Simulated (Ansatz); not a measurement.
Relaxed-ion elastic tensor of TePd (NiAs type, P6_3/mmc) in GPa (Voigt order), DFT-LDA in the program Ansatz with PAW potentials; density 9.46 g/cm³, 20.53 Å³ per atom.

```
 164   121  94.4   0.0   0.0   0.0
 121   164  94.4   0.0   0.0   0.0
94.4  94.4   185   0.0   0.0   0.0
 0.0   0.0   0.0  23.4   0.0   0.0
 0.0   0.0   0.0   0.0  23.4   0.0
 0.0   0.0   0.0   0.0   0.0  21.4
```

Problem. Is the crystal mechanically stable?

Solution. Yes: the smallest eigenvalue of C is 21.4 GPa.

Problem. Work out the Voigt, Reuss and Hill averages.

Solution. K_V = 126, K_R = 126, K_H = 126; G_V = 27.2, G_R = 24.9, G_H = 26.1 GPa.

Problem. Give Young's modulus, Poisson's ratio, Pugh's ratio and the universal anisotropy index.

Solution. E = 9KG/(3K + G) = 73.1 GPa; ν = 0.40; K/G = 4.83 (ductile by the Pugh limit of 1.75); A_U = 5G_V/G_R + K_V/K_R − 6 = 0.45.

Problem. Estimate the sound speeds and the Debye temperature.

Solution. v_l = √((K + 4G/3)/ρ) = 4120 m/s, v_t = √(G/ρ) = 1660 m/s, mean 1880 m/s; Θ = (h/k)(3n/4πV)^(1/3) v_m = 204 K.

Problem. Solve the Christoffel equation for the three sound speeds along x, y, z.

Solution. Eigenvalues of C_ijkl n_j n_l equal ρv². In km/s, slowest first: x 1.50, 1.57, 4.16; y 1.50, 1.57, 4.16; z 1.57, 1.57, 4.42.

Problem. How much does each axis shrink under pressure?

Solution. Linear compressibilities β_i = Σ_j S_ij (j = 1 to 3): x 2.6, y 2.6, z 2.7 per TPa.

The workflow started from a Materials Project entry (that database holds measured and hypothetical structures alike); the Crystallography Open Database files this formula in space group No. 194, but the cells were not matched. Its standing as an ambient phase is unchecked. The LDA relaxation kept the symmetry of its start; whether a distortion lowers the energy is not shown. The run is not spin-polarised. As this level gives no gap, shear constants depend on the k-mesh and smearing (Fermi–Dirac, 0.1 eV here). Scalar-relativistic: spin–orbit coupling is off unless named, which matters more the heavier the elements.

Potentials: the later of the program's two PAW sets.
